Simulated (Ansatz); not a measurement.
Input:

ZrN:
```cif
data_N3Zr3
_chemical_formula_sum 'Zr3 N3'
_space_group_name_H-M_alt 'P 1'
_space_group_IT_number 1
_cell_length_a 5.55769
_cell_length_b 5.55769
_cell_length_c 3.22559
_cell_angle_alpha 90.000
_cell_angle_beta 90.000
_cell_angle_gamma 120.000
loop_
_space_group_symop_operation_xyz
  'x, y, z'
loop_
_atom_site_label
_atom_site_type_symbol
_atom_site_fract_x
_atom_site_fract_y
_atom_site_fract_z
_atom_site_occupancy
Zr1 Zr 0.50000 0.00000 0.00000 1
Zr2 Zr 0.50000 0.50000 0.00000 1
Zr3 Zr 0.00000 0.50000 0.00000 1
N1 N 0.00000 0.00000 0.00000 1
N2 N 0.33333 0.66667 0.50000 1
N3 N 0.66667 0.33333 0.50000 1
```

This is the PBE-relaxed structure.

All from the program Ansatz at the PBE level (PAW), unless another level is named. Give the electronic character.

metallic (no gap).

Predict the density of states at the Fermi level.

0.42 states/eV per atom (mean over ±0.08 eV).

And the formation energy from the elements (no fitted shifts)?

-51 kJ/mol of atoms.

Space group P6/mmm. The cell is a constructed one: a structure type filled with these elements; neither database checked (COD, Materials Project) lists it. It is not the phase usual at ambient conditions (space group No. 225). The PBE relaxation kept the symmetry of its start; its stability against distortions is not shown here. No spin polarisation was allowed. With an odd number of electrons in the cell and no spin polarisation, the count alone makes it a metal. The references are the lowest solids computed at this level, not always the standard phases (solids in place of the gases). Spin–orbit coupling is left out wherever it is not named.

Potentials: the later of the program's two PAW sets.
